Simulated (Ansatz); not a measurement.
GaN:
```cif
data_Ga2N2
_chemical_formula_sum 'Ga2 N2'
_space_group_name_H-M_alt 'P63mc'
_space_group_IT_number 186
_space_group_name_Hall 'P 6c -2c'
_cell_length_a 3.15165
_cell_length_b 3.15165
_cell_length_c 5.13818
_cell_angle_alpha 90.000
_cell_angle_beta 90.000
_cell_angle_gamma 120.000
loop_
_atom_site_label
_atom_site_type_symbol
_atom_site_symmetry_multiplicity
_atom_site_Wyckoff_symbol
_atom_site_fract_x
_atom_site_fract_y
_atom_site_fract_z
_atom_site_occupancy
Ga1 Ga 2 b 0.66667 0.33333 0.49930 1
N1 N 2 b 0.33333 0.66667 0.37570 1
```

Relaxed with LDA.

### Question
Decompose the optical modes at the zone centre into irreducible representations, and say which are infrared and Raman allowed.

### Answer
Point group 6mm: Γ_opt = A1 + 2B1 + E1 + 2E2. Infrared: A1, E1. Raman: A1, E1, E2.

### Question
Assign frequencies (DFPT, the program Ansatz at the LDA level (PAW); without the LO–TO term).

### Answer
E2 140, B1 336, A1 538, E1 560, E2 570, B1 698 cm⁻¹.

Subscripts of B labels follow the axes of the standard setting.

Space group P6_3mc (wurtzite). The cell was relaxed with LDA under the symmetry of its start.

Potentials: the earlier of the program's two PAW sets. The files were generated under PBE; for other functionals the program regenerates the frozen cores, and for LDA and PBEsol the local potential too.
